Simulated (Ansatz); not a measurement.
Zr₂Ir in space group I4/mcm (No. 140; Zr on 8h, Ir on 4a) under volume change, the program Ansatz at the PBEsol level (PAW), shape and atoms relaxed at each volume.

```tsv
V (Å³/atom)	E − E(relaxed) (meV/atom)	P (GPa)
17.892	82.3	16.13
18.482	34.6	9.92
19.072	8.2	4.58
19.662	0.0	-0.01
20.252	7.5	-3.92
20.842	___	___
21.432	___	___
```

Q: Some entries are withheld; supply them.

A: 
- 21.432, E − E(relaxed) (meV/atom): 60.6
- 21.432, P (GPa): -10.29
- 20.842, E − E(relaxed) (meV/atom): 28.2
- 20.842, P (GPa): -7.26

Q: What does a third-order Birch–Murnaghan fit give for V₀, B₀ and B′?

A: V₀ = 19.66 Å³/atom, B₀ = 141 GPa, B′ = 4.0.

The workflow started from a Materials Project entry (that database holds measured and hypothetical structures alike); the Crystallography Open Database copy checked does not list it. Its standing as an ambient phase is unchecked. The cell was relaxed with PBEsol under the symmetry of its start; its stability against distortions is not shown here. No spin polarisation was allowed. Scalar-relativistic: spin–orbit coupling is off unless named, which matters more the heavier the elements.

Potentials: the later of the program's two PAW sets.
